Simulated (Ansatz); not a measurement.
BAs (zinc blende, F-43m), plane-wave PAW LDA (Ansatz code). The conduction-band minimum lies on the Γ–X line, 80 % of the way from Γ, with 6 equivalent valleys. Second derivatives d²E/dk² of the lowest band at one valley (eV·Å²), along Cartesian directions:

```
direction  d²E/dk²
---------  -------
[100]        6.835
[010]        35.82
[001]        35.82
[110]        21.33
[101]        21.33
[011]        35.74
```

Q: Find the principal effective masses, the density-of-states mass and the conductivity mass.

A: Off-diagonal terms follow from H_xy = H[110] − (H_xx + H_yy)/2, and m*/mₑ = 7.620 eV·Å² over each eigenvalue: 0.21, 0.21, 1.1. One valley's DOS mass (m₁m₂m₃)^(1/3) = 0.37, conductivity mass 3/(Σ 1/mᵢ) = 0.29 mₑ.

Q: What effective density of states Nc follows at 300 K for parabolic valleys?

A: Nc = 2.509e19 × 6 × (0.37)^(3/2) ≈ 3.4e19 cm⁻³.

Q: With the computed static dielectric constant 9.78 (mean of the diagonal), estimate a hydrogenic donor's binding energy and radius.

A: E = 13.606 eV × 0.29/9.78² ≈ 41 meV; a = 0.529 Å × ε/m* ≈ 18 Å. Semilocal masses tend to be too small where the gap is.

Q: With ε∞ = 9.66 and ω_LO = 704 cm⁻¹, what Fröhlich coupling constant follows?

A: α = (1/ε∞ − 1/ε0) √(m* × 13.606 eV/ħω_LO) = 0.0084.

The LDA relaxation kept the symmetry of its start; phonons on a q-mesh show no instability. Spin–orbit coupling is left out wherever it is not named.

Potentials: the later of the program's two PAW sets.
